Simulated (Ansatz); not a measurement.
SiNi3 (Cu3Au type, Pm-3m) at seven volumes, the program Ansatz at the PBEsol level (PAW), scaled uniformly. One row is withheld.

| V (Å³/atom) | P (GPa) |
|---|---|
| 9.431 | ? |
| 9.742 | 17.20 |
| 10.053 | 7.87 |
| 10.364 | 0.00 |
| 10.675 | -6.63 |
| 10.986 | -12.21 |
| 11.297 | -16.90 |

Task: Fit the shown pressures and predict the withheld one.

Result: P = (3/2)B₀(x^(7/2) − x^(5/2))[1 + (3/4)(B′ − 4)(x − 1)] with x = (V₀/V)^(2/3). Least squares on the six rows gives V₀ = 10.364 Å³/atom, B₀ = 240 GPa, B′ = 4.72. At V = 9.431, x = 1.0649 and P = 28.30 GPa. The run itself gave 28.28 GPa.

The cell was relaxed with PBEsol under the symmetry of its start; of distortions, only those at the zone centre were tested. The workflow began spin-polarised and lost its moments.

Potentials: the later of the program's two PAW sets.
